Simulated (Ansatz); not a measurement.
Here is the system:

IrO2:
```yaml
crystal:
  lattice:
    - [4.52828, 0.00000, 0.00000]
    - [0.00000, 4.52828, 0.00000]
    - [0.00000, 0.00000, 3.18076]
  atoms:
    - { symbol: Ir, position: [0.00000, 0.00000, 0.00000] }
    - { symbol: Ir, position: [0.50000, 0.50000, 0.50000] }
    - { symbol: O, position: [0.30856, 0.30856, 0.00000] }
    - { symbol: O, position: [0.19144, 0.80856, 0.50000] }
    - { symbol: O, position: [0.69144, 0.69144, 0.00000] }
    - { symbol: O, position: [0.80856, 0.19144, 0.50000] }
```

This is the PBE-relaxed structure. x, y and z are the axes in which the lattice vectors are written.

Question: All from PBE in the plane-wave PAW code Ansatz, unless another level is named. Predict the Young's modulus.

Answer: 273 GPa.

Question: Predict the elastic constants (relaxed ions, GPa).

Answer: C11 = 308, C12 = 248, C13 = 189, C33 = 605, C44 = 109, C66 = 210.

Space group P4_2/mnm (rutile). Symmetry was held in the PBE relaxation; of distortions, only those at the zone centre were tested. The run is not spin-polarised. As this level gives no gap, shear constants depend on the k-mesh and smearing (Fermi–Dirac, 0.1 eV here). Scalar-relativistic: spin–orbit coupling is off unless named, which matters more the heavier the elements.

Potentials: the later of the program's two PAW sets.
